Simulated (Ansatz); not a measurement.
ScOF in space group P2_1 (No. 4; Pearson symbol mP12), r²SCAN (plane waves, PAW; program Ansatz). The conduction-band minimum lies at A, with 1 equivalent valley. Second derivatives d²E/dk² of the lowest band at one valley (eV·Å²), along Cartesian directions:

```
direction  d²E/dk²
---------  -------
[100]        1.732
[010]       0.8644
[001]        2.926
[110]        1.299
[101]        4.093
[011]        1.894
```

Problem. Find the principal effective masses, the density-of-states mass and the conductivity mass.

Solution. Off-diagonal terms follow from H_xy = H[110] − (H_xx + H_yy)/2, and m*/mₑ = 7.620 eV·Å² over each eigenvalue: 1.8, 8.8, 16. One valley's DOS mass (m₁m₂m₃)^(1/3) = 6.4, conductivity mass 3/(Σ 1/mᵢ) = 4.1 mₑ.

Problem. What effective density of states Nc follows at 300 K for parabolic valleys?

Solution. Nc = 2.509e19 × 1 × (6.4)^(3/2) ≈ 4.1e20 cm⁻³.

The start of the workflow was typed in or built on a structure type; neither database checked (COD, Materials Project) lists it. Its standing as an ambient phase is unchecked. Symmetry was held in the r²SCAN relaxation; its stability against distortions is not shown here. No spin polarisation was allowed.

Potentials: the later of the program's two PAW sets.

Edges and masses are those of Kohn–Sham bands, whose gap is no quasiparticle gap.
